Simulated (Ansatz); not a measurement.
# ZnCu

Level of theory: DFT, r²SCAN, scalar-relativistic, no spin polarisation; plane waves to 500 eV with PAW datasets (Ansatz 0.2.0), 12×12×12 k-mesh, Gaussian smearing of 0.05 eV. The datasets are Ansatz's generated set soft_2.

```
Zn Cu
1.0
     2.92000    0.00000    0.00000
     0.00000    2.92000    0.00000
     0.00000    0.00000    2.92000
Zn Cu
1 1
Direct
  0.50000 0.50000 0.50000
  0.00000 0.00000 0.00000
```

The chain of runs began from a cell as deposited in COD, expanded in volume.

Cell and atoms are those of this level's equilibrium.

The cell has space group Pm-3m (read at 0.01 Å). In it the stress is 0.01, 0.01, 0.01, 0.00, 0.00, 0.00 GPa and the largest force component 0.000 eV/Å. Each change below starts from this cell, without further relaxation. Stress is in GPa, positive in compression, in the order xx, yy, zz, yz, xz, xy; energies are counted from the cell above and are free energies with the smearing's entropy, which match forces and stress in a metal.

Question: What happens when atom 2 (Cu) is moved by 0.20 Å along y?

Answer: The energy changes by 99.7 meV per cell, and the force on it along the shift is -0.997 eV/Å (−F/u = 4.99 eV/Å²). Stress: 3.29, 0.79, 3.29, 0.00, 0.00, 0.00.
| atom | Fx (eV/Å) | Fy | Fz |
| --- | --- | --- | --- |
| Zn1 | 0.000 | 0.997 | 0.000 |
| Cu2 | 0.000 | -0.997 | 0.000 |
In a harmonic crystal the energy would rise by −½F·u = ½ × 4.99 × 0.20² eV = 99.7 meV, which matches.

Question: What stress follows from an engineering strain of -2 % in xz, atoms carried along?

Answer: 0.02, 0.16, 0.02, 0.00, 1.82, 0.00 GPa; the energy changes by 2.6 meV per cell.
The change of the stress over the strain gives a clamped-atom stiffness of about 91 GPa for this component.
In a harmonic crystal the energy would rise by V(½Cε² − σ₀ε), with σ₀ the stress of the unstrained cell, = 2.8 meV, close to the run's value; the rest is anharmonic or numerical.

Question: All atoms and the cell are disturbed at random:
```xyz
2
Lattice="2.9320 0.0102 0.0046 0.0102 2.9215 0.0251 0.0046 0.0251 2.9153" Properties=species:S:1:pos:R:3 pbc="T T T"
Zn    1.5096    1.4040    1.5493
Cu   -0.0362    0.0744   -0.0768
```
Give the energy change, the stress and the forces.

Answer: 147.7 meV per cell; stress 3.71, 2.59, 2.72, -4.56, 1.28, -2.31 GPa.
| atom | Fx (eV/Å) | Fy | Fz |
| --- | --- | --- | --- |
| Zn1 | -0.463 | 0.907 | -0.910 |
| Cu2 | 0.463 | -0.907 | 0.910 |
